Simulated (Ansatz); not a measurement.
# Relaxing a structure of Rh

The start is a relaxed Rh cell, doubled along one cell vector, shaken by Gaussian noise of σ = 0.08 Å a coordinate. A full variable-cell relaxation at zero pressure is run with PBE (plane waves to 420 eV, PAW, scalar-relativistic; Ansatz, a quantum-chemistry and plane-wave program). The first steps use a coarse 8×15×14 k-mesh.

Initial structure:
```
CELL_PARAMETERS angstrom
     -3.28028     3.28028     2.67910
      1.64014    -1.64014     1.33955
      1.64014     1.64014    -1.33955
ATOMIC_POSITIONS crystal
  Rh 0.99103 0.01837 0.01059
  Rh 0.48104 0.97797 0.99129
```

What is the largest force in the starting geometry, and on which atom (counted from 1)?

0.42 eV/Å, on Rh1, Rh2 (atoms numbered as listed).

Is the parent structure recovered?

It does not go back: it reaches Fm-3m (No. 225), fcc (Cu type), 0.22 eV/atom below the parent.

How do the shortest distances between atoms change?

The closest pairs of elements (up to four, under 3.6 Å), start → end: Rh–Rh 2.61 → 2.71 Å.

Give the final cell and atomic positions.


```cif
data_Rh4
_chemical_formula_sum 'Rh4'
_space_group_name_H-M_alt 'Fm-3m'
_space_group_IT_number 225
_space_group_name_Hall '-F 4 2 3'
_cell_length_a 3.83022
_cell_length_b 3.83022
_cell_length_c 3.83022
_cell_angle_alpha 90.000
_cell_angle_beta 90.000
_cell_angle_gamma 90.000
loop_
_atom_site_label
_atom_site_type_symbol
_atom_site_symmetry_multiplicity
_atom_site_Wyckoff_symbol
_atom_site_fract_x
_atom_site_fract_y
_atom_site_fract_z
_atom_site_occupancy
Rh1 Rh 4 b 0.50000 0.50000 0.50000 1
```
(The calculation used a cell of 1 atom; values per cell refer to that cell.)

Final values are on a 21×21×21 k-mesh of the relaxed cell. No spin polarisation in the result.

The run could not lose the symmetry of its start.

Of the parent cell (I4/mmm (No. 139)): it is a generated cell of Rh: the first start was made by placing the elements on the sites of a structure type, and the end was not matched to a known phase here, so it may be hypothetical. Known forms of Rh include space group No. 225.
